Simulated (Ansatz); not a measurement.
A relaxed cell of CdSn2O3 is given with its symmetry left out. The cell was found from a structure generator's guess, not taken from experiment.

Level of theory: Ansatz, DFT PBE, scalar-relativistic, plane waves, PAW. Cutoff 420 eV, Γ-centred mesh, Gaussian smearing, no spin polarisation.

```xyz
12
Lattice="5.8272 0.0000 0.0000 -2.9136 5.0465 0.0000 0.0000 0.0000 7.6045" Properties=species:S:1:pos:R:3 pbc="T T T"
Cd    0.0000    0.0000    6.4235
Cd    0.0000    0.0000    3.2540
Sn    0.0000    3.3643    1.0844
Sn    0.0000    3.3643    5.5829
Sn    2.9136    1.6822    3.0530
Sn    2.9136    1.6822    6.1542
O    -1.3401    2.5906    7.1700
O     4.2519    2.4548    4.5928
O     1.3401    2.5906    7.1700
O     1.5753    2.4548    4.5928
O     0.0000    4.9117    7.1700
O     2.9136    0.1368    4.5928
```

The zero of energy is the elements' standard structures at the same level (O₂ as a molecule); no fitted shifts are applied. The references include grey tin.

(1) Find its symmetry and describe it.

(2) How far does it lie from the elements in energy?

(3) Is it a metal?

## Answers

(1) P3m1 (No. 156). Conventional cell: a = 5.827 Å, c = 7.604 Å. Cd on its first site has 6 O at 3.01 Å, 1 Cd at 3.17 Å, 6 Sn at 3.38–3.47 Å and 6 O at 3.44 Å; Cd on its second site has 1 Cd at 3.17 Å, 6 O at 3.21 Å and 3 Sn at 3.37 Å; around Sn on its first site lie 3 O at 2.17 Å; around O on its first site lie 3 Sn at 2.08–2.22 Å, 3 O at 2.59–2.68 Å and 2 Cd at 3.01 Å; 4 more sites not described.

(2) −0.919 eV/atom. Whether it is stable depends on the other phases of the system, which aren't compared here.

(3) No, the gap on the 6×6×4 mesh is 0.70 eV.

The last run used a 6×6×4 mesh (in the run's order of axes) for its 12-atom cell and Gaussian smearing of 0.02 eV. Weakly bound directions are ill-defined at this level, which has no dispersion term. Kohn–Sham gaps at this level usually fall short of measured ones. This cell was reached by moving the atoms of another relaxed cell at random and relaxing again, last within the group found; it had no such test of its own.
